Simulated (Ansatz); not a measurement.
**InBi (F-43m): lattice vibrations**

```
CELL_PARAMETERS angstrom
0.00000 3.36117 3.36117
3.36117 0.00000 3.36117
3.36117 3.36117 0.00000
ATOMIC_POSITIONS crystal
In 0.00000 0.00000 0.00000
Bi 0.25000 0.25000 0.25000
```

Conventional cell: a = 6.722 Å, b = 6.722 Å, c = 6.722 Å, α = 90.00°, β = 90.00°, γ = 90.00°. In (atom 1) has 4 Bi at 2.91 Å as nearest neighbours. Bi (atom 2) is surrounded by 4 In at 2.91 Å.

Unless marked otherwise, the numbers come from PBEsol, all-electron LAPW in Ansatz 0.2.0, scalar-relativistic. k mesh 10×10×10, Fermi-Dirac smearing of 0.080 eV, basis error target 0.5 meV/atom. The cell was relaxed by PAW under this functional. The structure is one entry of a database and needn't be the stable phase.

Atoms are displaced by 0.01 Å in the smallest supercells that hold the wave vectors of a 2×2×2 mesh. Negative values stand for unstable modes.

What are the phonon energies at the solved wave vectors, in cm⁻¹?

| q | point | modes (cm⁻¹) |
| --- | --- | --- |
| 0.000 0.000 0.000 | Gamma | 139.2 (×3) |
| 0.500 0.000 0.000 | L | 21.6 (×2), 90.1, 131.2, 140.5 (×2) |
| 0.500 0.500 0.000 | X | 19.1 (×2), 97.8, 135.7, 137.5 (×2) |

Is the structure dynamically stable at these wave vectors?

Yes, no mode is unstable there, though one zone-boundary mode is very soft; wave vectors off this mesh aren't tested.

How do the optical zone-centre modes decompose, and which are active?

Point group -43m: Γ_opt = T2.

```csv
label,cm⁻¹,activity,mostly
T2,139.2,IR and Raman,In (64 %)
```

In a metal the activity is that of symmetry alone; free carriers screen the infrared modes.

How well do frozen-core PAW files reproduce these all-electron values?

With a cutoff of 420 eV and displacements of 0.0025 Å, the r.m.s. difference over the modes is 0.1 cm⁻¹; the largest difference is 19.2 (PAW) against 19.1 cm⁻¹ (LAPW).

Limits of these numbers: responses of metals move with mesh and smearing; no spin-orbit coupling on heavy atoms; a very soft zone-boundary mode, near an instability or sensitive to the mesh; the frozen-core PAW files of the compared runs were fitted under PBE, their cores solved anew for this functional.
